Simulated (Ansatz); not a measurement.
## Structure relaxation, MgF₂

The start is a generated trial cell of MgF2 in the AFLOW prototype A2B_hP9_152_c_a (as in SiO2). The structure is fully relaxed (lattice and positions, P = 0) with PBE (plane waves to 420 eV, PAW, scalar-relativistic; Ansatz, a first-principles code). First-step values are on the input's coarse k-mesh.

Ansatz input (later rounds restart from its end on a renewed k-mesh):
Ansatz 0.2 input:
```yaml
crystal:
  lattice:
    - [4.7482886, 0, 0]
    - [-2.3741443, 4.1121385, 0]
    - [0, 0, 5.2236972]
  atoms:
    - { symbol: Mg, position: [0.4699, 0, 0.83333333] }
    - { symbol: Mg, position: [0, 0.4699, 0.16666667] }
    - { symbol: Mg, position: [0.5301, 0.5301, 0.5] }
    - { symbol: F, position: [0.413, 0.2668, 0.71400333] }
    - { symbol: F, position: [0.7332, 0.1462, 0.04733667] }
    - { symbol: F, position: [0.8538, 0.587, 0.38067] }
    - { symbol: F, position: [0.1462, 0.7332, 0.95266333] }
    - { symbol: F, position: [0.2668, 0.413, 0.28599667] }
    - { symbol: F, position: [0.587, 0.8538, 0.61933] }
basis: { ecutwfc: 420, ecutrho_ratio: 4, xc_grid: 2, fft_grid_basis: typed }
kpoints: { mp_grid: { grid: [6, 6, 5] } }
hamiltonian:
  xc: pbe
  dispersion: none
  pseudopotentials: { kind: paw }
scf: { occupations: { method: fermi_dirac, width: 0.05 } }
relax: { f_tol: 0.01, max_steps: 100, cell: { stress_tol: 0.02 } }
output: { forces: true, stress: true }
```

**Question.** What pressure does the first self-consistent step give?

**Answer.** +95.0 GPa (positive: the cell is compressed).

**Question.** Which atoms feel the largest initial force, and how large is it?

**Answer.** 5.61 eV/Å, on F4, F5, F6, F7, F8, F9 (atoms numbered as listed).

**Question.** Does the structure survive the relaxation? Give the final space group.

**Answer.** The space group goes from P3₁21 (No. 152) to P6₄22 (No. 181), with 9 atoms in the primitive cell.

**Question.** By how much does the energy per atom fall from start to end?

**Answer.** 1.61 eV/atom.

**Question.** How does the volume per atom move from start to end?

**Answer.** +99.3 %, from 11.33 to 22.59 Å³/atom.

**Question.** How do the shortest distances between atoms change?

**Answer.** The closest pairs of elements (up to four, under 3.6 Å), start → end: F–Mg 1.55 → 1.88 Å; F–F 2.52 → 3.02 Å; Mg–Mg 2.95 → 3.71 Å.

**Question.** Write out the relaxed structure.

**Answer.** 
Space group P6₄22 (No. 181); a = 5.970 Å, b = 5.970 Å, c = 6.586 Å, α = 90.00°, β = 90.00°, γ = 120.00°

```
atom  site  symmetry       x       y       z
----  ----  --------  ------  ------  ------
Mg      3d       222  0.5000  0.0000  0.5000
F       6i       ..2  0.2171  0.4343  0.0000
```

Final values are on a 7×7×5 k-mesh of the relaxed cell. No spin polarisation in the result.

The run could not lose the symmetry of its start, so the end can be a saddle point.

The relaxed structure here is a generated cell of MgF2: the first start was made by placing the elements on the sites of a structure type, and the end was not matched to a known phase here, so it may be hypothetical. Known forms of MgF2 include space group No. 136.
